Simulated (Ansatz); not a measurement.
Input:

LaAl2Si2:
```xyz
5
Lattice="4.2261 0.0000 0.0000 -2.1130 3.6599 0.0000 0.0000 0.0000 7.0415" Properties=species:S:1:pos:R:3 pbc="T T T"
La     0.0000     0.0000     0.0000
Al     0.0000     2.4399     4.4667
Al     2.1130     1.2200     2.5748
Si     0.0000     2.4399     1.9351
Si     2.1130     1.2200     5.1064
```

This is the r²SCAN-relaxed structure.

**Question.** All from plane-wave PAW r²SCAN (Ansatz code), unless another level is named. Predict the electronic character.

**Answer.** metallic (no gap).

**Question.** Predict the density of states at the Fermi level.

**Answer.** 0.36 states/eV per atom (mean over ±0.08 eV).

**Question.** Give the formation energy from the elements (no fitted shifts).

**Answer.** -0.46 eV/atom.

Space group P-3m1. The first step of the workflow began from a Materials Project structure, measured or hypothetical; the Crystallography Open Database copy checked does not list it. Its standing as an ambient phase is unchecked. Symmetry was held in the r²SCAN relaxation; whether a distortion lowers the energy is not shown. The references are the lowest solids computed at this level, not always the standard phases. Spin–orbit coupling is left out wherever it is not named.

Potentials: the earlier of the program's two PAW sets.
